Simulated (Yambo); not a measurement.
Material: WS2 (space group R3m, No. 160); a = b = c = 6.7453 Å, α = β = γ = 27.31° (3 atoms in the cell). The geometry is that of Materials Project entry mp-9813, symmetrised and not relaxed again.

With norm-conserving PBEsol (Quantum ESPRESSO, 74 Ry, with spin-orbit coupling), the gap between the mesh's edge points (Z → (0, 0, 0.25)) is 1.441 eV.

**Question.** What does a G0W0 run in Yambo give for it (4×4×4 Γ-centred k mesh, bands 5 to 214 and a 8 Ry block in the screening, 214 bands in G with the Bruneval-Gonze terminator, plasmon pole fitted at 27.2 eV)?

**Answer.** The correction is 0.562 eV, giving 2.003 eV, 1.4 times the PBEsol value. The mesh misses a band edge: along a dense path the PBEsol gap is 1.08 eV against 1.44 eV on the mesh. Convergence of the G0W0 settings was not tested. 

This is not the ordinary phase of the substance.

The distance between layers or molecules is the database entry's, not relaxed here. Functionals without dispersion can leave it too large, which widens gaps and weakens the response across layers: the numbers belong to this cell.
